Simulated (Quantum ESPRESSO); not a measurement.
## Calculated data, Al₃GaAs₃N (made-up cell)

Computed with Quantum ESPRESSO 7.5. Calculation on a made-up crystal cell, not a measurement: periodic Kohn-Sham density functional theory in plane waves with PseudoDojo standard norm-conserving scalar-relativistic pseudopotentials, each functional with its own files (v0.5 for PBE, v0.4.1 for LDA and PBEsol), no spin polarisation, no spin-orbit coupling, atoms not relaxed, stress positive in tension, energies less a fixed whole-eV offset for each atom's element; levels are Kohn-Sham levels at fractions of this cell's reciprocal vectors, counted from the reference band (half the neutral cell's valence electrons, rounded up) at Gamma; error bars cover cutoff and k-mesh only, not smearing or the files; added strain carries the atoms with the cell, and shear is the tensor component; each bar is the largest change over components, and at least 0.002 eV, 0.002 eV per angstrom or 0.02 GPa; energies are for the whole cell, and the offsets were chosen from early runs and are not element reference energies.

### Al₃GaAs₃N (made-up cell)

```
cell vectors (Å)
   5.4442    -0.0116    -0.0067
  -0.0116     5.4309    -0.0062
  -0.0067    -0.0062     5.5509
atoms (fractions of the cell vectors)
Ga  0.01468  0.00064  0.01818
Al  0.00220  0.49881  0.49270
Al  0.49528 -0.02223  0.50047
Al  0.50393  0.48596 -0.00483
As  0.23979  0.24546  0.25679
N   0.25442  0.74372  0.76056
As  0.76490  0.25491  0.73084
As  0.75186  0.72894  0.25283
```

```
lattice type             : zincblende/diamond
functional               : pbe
cutoff                   : 1143 eV
fermi dirac smearing     : 0.025 eV
scf tolerance            : 1e-07 eV
electrons removed        : 0
k mesh                   : 4 x 4 x 4, shifted by half a step
free energy less offsets : 4.07 eV
smearing term minus ts   : 0 eV
scf iterations           : 11
pressure                 : 1.891 GPa
stress xx                : -2.473 GPa
stress yy                : -2.488 GPa
stress zz                : -0.7116 GPa
stress yz                : -1.588 GPa
stress xz                : -0.2459 GPa
stress xy                : -0.9173 GPa
reference band           : 36
error bar energy         : 0.007506 eV
error bar stress         : 0.02 GPa
error bar force          : 0.002 eV/Å
error bar next band up   : 0.002 eV
error bars from          : tighter rerun of a related cell
```

Atoms:
```csv
atoms element,atom site,atom energy offset (eV)
Ga,1,-2080
Al,2,-64
Al,3,-64
Al,4,-64
As,5,-2887
N,6,-283
As,7,-2887
As,8,-2887
```

Forces:
```csv
site,x (eV/Å),y (eV/Å),z (eV/Å)
1,-0.2893,-2.125,-2.939
2,2.209,2.068,2.351
3,-1.467,-1.092,2.171
4,-1.796,1.45,-1.873
5,2.047,0.3566,0.3754
6,0.5024,-0.1971,-0.5293
7,-0.8126,-1.464,1.176
8,-0.3944,1.003,-0.732
```

Levels:
```csv
level k point,next band up (eV)
Gamma,0.5601
"(1/2,1/2,1/2)",0.5945
"(0.15,0,0)",0.9699
"(0,0.15,0)",0.9444
"(0,0,0.15)",0.9529
```
